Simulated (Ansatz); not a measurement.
GaN:
```yaml
crystal:
  lattice:
    - [0.00000, 2.24907, 2.24907]
    - [2.24907, 0.00000, 2.24907]
    - [2.24907, 2.24907, 0.00000]
  atoms:
    - { symbol: Ga, position: [0.00000, 0.00000, 0.00000] }
    - { symbol: N, position: [0.25000, 0.25000, 0.25000] }
```

Plane-wave PAW r²SCAN (Ansatz code) gives a gap of 2.17 eV without spin–orbit coupling, maximum at Γ, minimum at Γ.

### Question
What happens when spin–orbit coupling is switched on?

### Answer
The gap stays essentially unchanged, to 2.17 eV; maximum at Γ, minimum at Γ.

### Question
How large is the spin–orbit splitting of the valence top at Γ?

### Answer
The fourfold level lies 0.01 eV above the split-off pair.

### Question
Give the electron effective mass with spin–orbit coupling.

### Answer
0.17 mₑ (isotropic).

Space group F-43m (zinc blende). The cell was relaxed with r²SCAN under the symmetry of its start; phonons on a q-mesh show no instability.

Potentials: the earlier of the program's two PAW sets.
